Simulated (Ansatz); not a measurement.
AlRu (rock salt, Fm-3m) at seven volumes, DFT-PBEsol in the program Ansatz with PAW potentials, scaled uniformly. One row is withheld.

```tsv
V (Å³/atom)	P (GPa)
13.629	17.99
14.078	11.02
14.527	5.08
14.976	0.00
15.426	-4.34
15.875	-8.04
16.324	?
```

### Question
Fit the shown pressures and predict the withheld one.

### Answer
Third-order Birch–Murnaghan: P = (3/2)B₀(x^(7/2) − x^(5/2))[1 + (3/4)(B′ − 4)(x − 1)] with x = (V₀/V)^(2/3). Least squares on the six rows gives V₀ = 14.976 Å³/atom, B₀ = 156.2 GPa, B′ = 4.24. At V = 16.324, x = 0.9442 and P = -11.22 GPa. The run itself gave -11.20 GPa.

The start of the workflow was typed in or built on a structure type; neither database checked (COD, Materials Project) lists it. COD files the formula under space group No. 221. Whether it is the stable phase at ambient conditions was not checked. The cell was relaxed with PBEsol under the symmetry of its start. At this level the phase is mechanically unstable. No spin polarisation was allowed. Its formation energy is positive at this level, so the cell may be metastable or incomplete.

Potentials: the earlier of the program's two PAW sets. The files were generated under PBE; for other functionals the program regenerates the frozen cores, and for LDA and PBEsol the local potential too.
